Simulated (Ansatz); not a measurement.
NbHO3:
```cif
data_HNbO3
_chemical_formula_sum 'Nb1 O3 H1'
_space_group_name_H-M_alt 'P 1'
_space_group_IT_number 1
_cell_length_a 3.81653
_cell_length_b 4.10136
_cell_length_c 4.06639
_cell_angle_alpha 90.000
_cell_angle_beta 90.000
_cell_angle_gamma 90.000
loop_
_space_group_symop_operation_xyz
  'x, y, z'
loop_
_atom_site_label
_atom_site_type_symbol
_atom_site_fract_x
_atom_site_fract_y
_atom_site_fract_z
_atom_site_occupancy
Nb1 Nb 0.50000 0.50000 0.43537 1
O1 O 0.50000 0.00000 0.53978 1
O2 O 0.00000 0.50000 0.50407 1
O3 O 0.50000 0.50000 0.99880 1
H1 H 0.50000 0.00000 0.77853 1
```

Relaxed with r²SCAN.

**Question.** Tabulate the valence density and the electron localisation function along the shortest Nb–O contact (1.78 Å), r²SCAN (plane waves, PAW; program Ansatz).

**Answer.** 

```csv
distance from Nb (Å),density (e/Å³),ELF
0.18,4.78,0.21
0.27,5.05,0.39
0.36,5.02,0.55
0.44,4.62,0.64
0.53,3.91,0.66
0.62,3.10,0.60
0.71,2.35,0.48
0.80,1.81,0.36
0.89,1.52,0.32
0.98,1.50,0.40
1.07,1.72,0.58
1.15,2.22,0.71
1.24,3.01,0.76
1.33,4.09,0.74
1.42,5.37,0.66
1.51,6.67,0.53
1.60,7.75,0.39
```

The density is the valence pseudo-density with augmentation charge, so density and ELF within about 1 Å of a nucleus are not all-electron values.

Space group Pmm2. The start of the workflow was typed in or built on a structure type; neither database checked (COD, Materials Project) lists it. Its standing as an ambient phase is unchecked. The cell was relaxed with r²SCAN under the symmetry of its start; whether a distortion lowers the energy is not shown. The workflow began spin-polarised and lost its moments. The cell computed holds one magnetic atom, so no antiferromagnetic order was within reach.

Potentials: the earlier of the program's two PAW sets.
